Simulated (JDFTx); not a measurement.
An input for a modified build of JDFTx (Ca(110), linear PCM (GLSSA13), water, 2 M NaCl; bohr, hartree) and the course of its log:

```
lattice \
  7.4519596815 0.0000000000 0.0000000000 \
  0.0000000000 10.5386624463 0.0000000000 \
  0.0000000000 0.0000000000 41.3850021293
coords-type Lattice
ion Ca 0.5000000000 0.5000000000 -0.1311065898 0
ion Ca 0.0000000000 0.0000000000 -0.0450160640 0
ion Ca 0.5000000000 0.5000000000 0.0450160640 0
ion Ca 0.0000000000 0.0000000000 0.1311065898 0
ion-species pseudo/ca_pbe_v1.upf
elec-cutoff 20 100
elec-ex-corr gga-PBE
coulomb-interaction Slab 001
coulomb-truncation-embed 0 0 0
kpoint-folding 6 4 1
elec-smearing Fermi 0.01
elec-n-bands 30
electronic-scf nIterations 100 energyDiffThreshold 1e-08
fluid LinearPCM
pcm-variant GLSSA13
fluid-solvent H2O
fluid-cation Na+ 2
fluid-anion Cl- 2
fluid-minimize nIterations 400 knormThreshold 1e-12
wavefunction read vac.wfns
elec-initial-eigenvals vac.eigenvals
dump-name f0.$VAR
dump End State Ecomponents EigStats BandEigs Forces ElecDensity IonicPositions Fillings Kpoints Dtot FluidDebug BoundCharge FluidDensity
```

```
[one cycle in 5 is shown, and the last three; fluid-solver lines are left out]
	FillingsUpdate:  mu: -0.091685793  nElectrons: 40.000000
SCF: Cycle:  0   F: -147.671098844854185   dF: -8.304e-03   |Residual|: 1.712e-02   |deigs|: 1.478e-03
	FillingsUpdate:  mu: -0.048938691  nElectrons: 40.000000
SCF: Cycle:  5   F: -147.687131464807322   dF: -1.584e-04   |Residual|: 1.343e-02   |deigs|: 1.650e-03
	FillingsUpdate:  mu: -0.058459257  nElectrons: 40.000000
SCF: Cycle: 10   F: -147.678670704641860   dF: -3.584e-03   |Residual|: 2.762e-02   |deigs|: 1.401e-03
	FillingsUpdate:  mu: -0.032166646  nElectrons: 40.000000
SCF: Cycle: 15   F: -147.619549291907617   dF: +3.180e-03   |Residual|: 2.882e-02   |deigs|: 6.010e-04
	FillingsUpdate:  mu: -0.033413984  nElectrons: 40.000000
SCF: Cycle: 20   F: -147.608746667025144   dF: +4.473e-02   |Residual|: 3.039e-02   |deigs|: 4.147e-03
	FillingsUpdate:  mu: -0.039274747  nElectrons: 40.000000
SCF: Cycle: 25   F: -147.692738231956071   dF: +4.668e-05   |Residual|: 8.361e-03   |deigs|: 6.987e-04
	FillingsUpdate:  mu: -0.047951712  nElectrons: 40.000000
SCF: Cycle: 30   F: -147.693335513411341   dF: +1.769e-03   |Residual|: 6.712e-03   |deigs|: 3.751e-03
	FillingsUpdate:  mu: -0.041148848  nElectrons: 40.000000
SCF: Cycle: 35   F: -147.692725233402797   dF: -6.551e-03   |Residual|: 8.214e-03   |deigs|: 7.360e-03
	FillingsUpdate:  mu: -0.042606651  nElectrons: 40.000000
SCF: Cycle: 40   F: -147.681768216375076   dF: +4.271e-03   |Residual|: 1.935e-02   |deigs|: 1.226e-03
	FillingsUpdate:  mu: -0.032367584  nElectrons: 40.000000
SCF: Cycle: 45   F: -147.688767263960386   dF: +3.895e-03   |Residual|: 1.005e-02   |deigs|: 9.378e-03
	FillingsUpdate:  mu: -0.023851839  nElectrons: 40.000000
SCF: Cycle: 50   F: -147.684795593625125   dF: -4.277e-03   |Residual|: 1.343e-02   |deigs|: 1.771e-03
	FillingsUpdate:  mu: -0.033931422  nElectrons: 40.000000
SCF: Cycle: 55   F: -147.690097259603334   dF: -1.850e-03   |Residual|: 1.163e-02   |deigs|: 9.522e-04
	FillingsUpdate:  mu: -0.034811763  nElectrons: 40.000000
SCF: Cycle: 60   F: -147.691732891423044   dF: +1.175e-03   |Residual|: 7.911e-03   |deigs|: 1.805e-03
	FillingsUpdate:  mu: -0.040387847  nElectrons: 40.000000
SCF: Cycle: 65   F: -147.692033135513498   dF: +8.497e-04   |Residual|: 7.616e-03   |deigs|: 8.199e-04
	FillingsUpdate:  mu: -0.046204903  nElectrons: 40.000000
SCF: Cycle: 70   F: -147.694897820201419   dF: -9.456e-04   |Residual|: 1.171e-02   |deigs|: 3.150e-03
	FillingsUpdate:  mu: -0.034354923  nElectrons: 40.000000
SCF: Cycle: 75   F: -147.680689723850890   dF: +3.309e-03   |Residual|: 1.679e-02   |deigs|: 6.706e-03
	FillingsUpdate:  mu: -0.022668003  nElectrons: 40.000000
SCF: Cycle: 80   F: -147.683073148373893   dF: +4.694e-03   |Residual|: 1.398e-02   |deigs|: 4.390e-03
	FillingsUpdate:  mu: -0.023030705  nElectrons: 40.000000
SCF: Cycle: 85   F: -147.681511732988241   dF: +4.519e-04   |Residual|: 1.500e-02   |deigs|: 6.983e-04
	FillingsUpdate:  mu: -0.033999366  nElectrons: 40.000000
SCF: Cycle: 90   F: -147.691761458829262   dF: +3.833e-04   |Residual|: 9.278e-03   |deigs|: 9.713e-03
	FillingsUpdate:  mu: -0.033989437  nElectrons: 40.000000
SCF: Cycle: 95   F: -147.668895839352587   dF: +1.851e-02   |Residual|: 2.156e-02   |deigs|: 4.993e-03
	FillingsUpdate:  mu: -0.034440509  nElectrons: 40.000000
SCF: Cycle: 97   F: -147.649785720827452   dF: +2.442e-02   |Residual|: 2.663e-02   |deigs|: 2.043e-03
	FillingsUpdate:  mu: -0.033930421  nElectrons: 40.000000
SCF: Cycle: 98   F: -147.666824639325313   dF: -1.704e-02   |Residual|: 2.283e-02   |deigs|: 1.592e-03
	FillingsUpdate:  mu: -0.028541035  nElectrons: 40.000000
SCF: Cycle: 99   F: -147.685058350651275   dF: -1.823e-02   |Residual|: 1.509e-02   |deigs|: 4.414e-03
SCF: None of the convergence criteria satisfied after 100 iterations.
IonicMinimize: Iter:   0  F: -147.685058350651275  |grad|_K:  0.000e+00
IonicMinimize: Converged (|grad|_K<1.000000e-04).
```

This run gave no converged result. The electronic loop ended without meeting its threshold, so the last energy, levels and forces aren't results.
